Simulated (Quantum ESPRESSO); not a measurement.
# MgGaZnS2ClSe: a curve over strain

Computed values, not a measurement. The program is pw.x of Quantum ESPRESSO 7.5 (plane-wave density functional theory). The cell is made up: 7 atoms on a zincblende/diamond lattice with one site empty, with randomly drawn elements, strain and displacements, not relaxed. PseudoDojo standard norm-conserving files (v0.5 for PBE, v0.4.1 for LDA and PBEsol) set the functional; there is no spin polarisation, spin-orbit coupling or dispersion term, and the masses in the input are unused placeholders.

Seven runs add a strain to one cell (along z); the atoms follow the cell and are not relaxed. Stress in the table is positive in tension.

Input of the run at +0.0014:

```
&control calculation='scf', pseudo_dir='./dojo.nc.sr.pbe.v0_5.standard.upf', outdir='./o', disk_io='medium', tprnfor=.true., tstress=.true. /
&system ibrav=0, nat=7, ntyp=6, nbnd=45, ecutwfc=85.99341389, nosym=.true., tot_charge=0,
 occupations='smearing', smearing='fd', degauss=0.0018374661
/
&electrons conv_thr=7.350e-09, electron_maxstep=60, /
ATOMIC_SPECIES
Cl 1.0 Cl.upf
Ga 1.0 Ga.upf
Mg 1.0 Mg.upf
S 1.0 S.upf
Se 1.0 Se.upf
Zn 1.0 Zn.upf
CELL_PARAMETERS angstrom
5.4534 -0.0829 0.0322
-0.0829 5.5675 -0.0206
0.0322 -0.0206 5.5387
ATOMIC_POSITIONS angstrom
Mg 0.0091 -0.1846 -0.1837
Ga 0.0646 2.854 2.6534
Zn 2.689 2.5973 0.0051
S 1.3925 1.4321 1.3318
S 1.349 4.2223 4.2908
Cl 4.0545 1.4228 4.1481
Se 3.9635 4.2536 1.4214
K_POINTS automatic
4 4 4 1 1 1
```

```
added strain  free energy less that of the input shown (eV)  stress xx (GPa)  stress yy (GPa)  stress zz (GPa)  stress xy (GPa)  pressure (GPa)  next band up at Gamma (eV)  iterations
     -0.0195                                         0.0481            -5.19            -2.99            -2.92             1.23            3.70                       1.192          10
     -0.0131                                         0.0302            -4.79            -2.67            -2.48             1.19            3.31                       1.169          10
     +0.0014                                         0.0000            -3.95            -1.99            -1.48             1.11            2.47                       1.114          10
     +0.0115                                        -0.0121            -3.41            -1.55            -0.80             1.06            1.92                       1.073          10
     +0.0147                                        -0.0143            -3.24            -1.42            -0.59             1.04            1.75                       1.059          10
     +0.0186                                        -0.0164            -3.04            -1.26            -0.33             1.02            1.54                       1.042          10
     +0.0244                                        -0.0173            -2.76            -1.03             0.05             0.98            1.25                       1.017          10
```

A cubic fit gives a slope of stress zz against the added strain of 68 GPa at zero added strain, with the atoms clamped. Across the table the free energy follows the integral of the stress to within 0.3 meV. A rerun of one of the cells at 1467 eV and a 6 x 6 x 6 mesh moved values by no more than 0.002 eV in energy, 0.02 GPa in stress and 0.006 eV/Å in force. The band column is the level of band 40 at Gamma less that of band 39, whose number is half the electron count, rounded up; it comes from a band step after each run.